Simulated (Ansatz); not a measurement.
SrCl2 (fluorite, space group No. 225) at seven volumes, PBE in the plane-wave PAW code Ansatz, scaled uniformly. One row is withheld.

```
V (Å³/atom)  P (GPa)
-----------  -------
26.470             ?
27.343          2.40
28.215          1.10
29.088          0.00
29.961         -0.93
30.833         -1.72
31.706         -2.39
```

Q: Fit the shown pressures and predict the withheld one.

A: P = (3/2)B₀(x^(7/2) − x^(5/2))[1 + (3/4)(B′ − 4)(x − 1)] with x = (V₀/V)^(2/3). Least squares on the six rows gives V₀ = 29.089 Å³/atom, B₀ = 33.7 GPa, B′ = 4.53. At V = 26.470, x = 1.0649 and P = 3.94 GPa. The run itself gave 3.93 GPa.

Space group Fm-3m (fluorite). The cell was relaxed with PBE under the symmetry of its start; phonons on a q-mesh show no instability.

Potentials: the later of the program's two PAW sets.
